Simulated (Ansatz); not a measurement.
Sn:
```
CELL_PARAMETERS angstrom
     -2.90276     2.90276     1.55313
      2.90276    -2.90276     1.55313
      2.90276     2.90276    -1.55313
ATOMIC_POSITIONS crystal
  Sn 0.75000 0.25000 0.50000
  Sn 0.00000 0.00000 0.00000
```

Relaxed with LDA. Special points in fractions of this cell's reciprocal vectors: Γ (0.000, 0.000, 0.000); X (0.000, 0.000, 0.500); M (-0.500, 0.500, 0.500); Z (0.322, 0.322, -0.322); Z0 (-0.322, 0.678, 0.322); P (0.250, 0.250, 0.250); N (0.000, 0.500, 0.000).

List the band energies nearest the Fermi level at these points for LDA in the plane-wave PAW code Ansatz.

In eV from the Fermi level; about four levels below and three above (degenerate sets whole), none deeper than 8.9 eV; points with the same levels are listed once.

```
k                    below                above
-  -----------------------  -------------------
Γ        -3.86 -2.14 -2.14       2.97 6.17 6.17
X                        –  0.50 0.50 1.47 1.47
M  -7.81 -7.81 -5.00 -5.00  5.48 5.48 9.36 9.36
Z  -5.68 -3.21 -2.94 -2.94       3.04 5.64 5.64
P  -5.99 -5.99 -3.68 -3.68  3.61 3.61 4.01 4.01
N  -5.49 -2.38 -1.85 -1.12       2.31 2.87 4.78
```

Space group I4_1/amd (β-Sn type). Symmetry was held in the LDA relaxation. Scalar-relativistic: spin–orbit coupling is off unless named, which matters more the heavier the elements.

Potentials: the earlier of the program's two PAW sets.
